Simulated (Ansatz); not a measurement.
## Collinear states of NbAs

Computed with DFT PBEsol, scalar-relativistic, plane waves, PAW in Ansatz.

```xyz
2
Lattice="0.0000 2.8724 2.8724 2.8724 0.0000 2.8724 2.8724 2.8724 0.0000" Properties=species:S:1:pos:R:3 pbc="T T T"
Nb    0.0000    0.0000    0.0000
As    1.4362    1.4362    1.4362
```

| Property | Result |
| --- | --- |
| plane-wave cutoff | 420 eV |
| Γ-centred k-mesh | 12×12×12 |
| occupation rule | Gaussian smearing, 0.1 eV |
| list of starting moments (μB, in atom order) | 2.5 0 |
| check for lower electronic states after the SCF | off |

All runs keep this geometry, which stands near equilibrium for the lowest state (largest force there 0.017 eV/Å, pressure 0.1 GPa) and needn't be a stable compound; relaxing each order can shift differences of a few meV. A propagation vector, in units of the reciprocal vectors, doubles the cell, which takes an equally dense mesh. Site moments are spin moments in atom-centred spheres that scale with the neighbour distance. The states are those that the runs reached from these starts; a lower one can exist.

Task: Starts tried: no spin; large parallel starting moments; antiferromagnetic, doubled cell, propagation vector (0, 0, 1/2); antiferromagnetic, doubled cell, propagation vector (0, 1/2, 1/2). Which state comes out lowest, and what are the moments?

Result: The lowest state is antiferromagnetic, reached from the start “antiferromagnetic, doubled cell, propagation vector (0, 0, 1/2)”, with site moments (μB) Nb +0.19, Nb -0.19. The next state lies only 0.63 meV/atom higher, which mesh, smearing and relaxation can turn, so the order isn't settled.

```json
{"start": "no spin", "ends": "non-magnetic", "energy above lowest (meV/atom)": "0.63", "site moments (μB)": "none over 0.05", "gap on mesh (eV)": "metal", "P (GPa)": "0.0"}
{"start": "large parallel starting moments", "ends": "non-magnetic", "energy above lowest (meV/atom)": "0.63", "site moments (μB)": "none over 0.05", "gap on mesh (eV)": "metal", "P (GPa)": "0.0"}
{"start": "antiferromagnetic, doubled cell, propagation vector (0, 0, 1/2)", "ends": "antiferromagnetic", "energy above lowest (meV/atom)": "0.00", "site moments (μB)": "Nb +0.19, Nb -0.19", "gap on mesh (eV)": "metal", "P (GPa)": "0.1"}
{"start": "antiferromagnetic, doubled cell, propagation vector (0, 1/2, 1/2)", "ends": "non-magnetic", "energy above lowest (meV/atom)": "0.63", "site moments (μB)": "none over 0.05", "gap on mesh (eV)": "metal", "P (GPa)": "0.0"}
```

2 further runs of this set didn't finish or converge.

Cost: 4 runs of about 3.4 core-minutes in all, on Intel Xeon Processor @ 2.70GHz (shared hosts).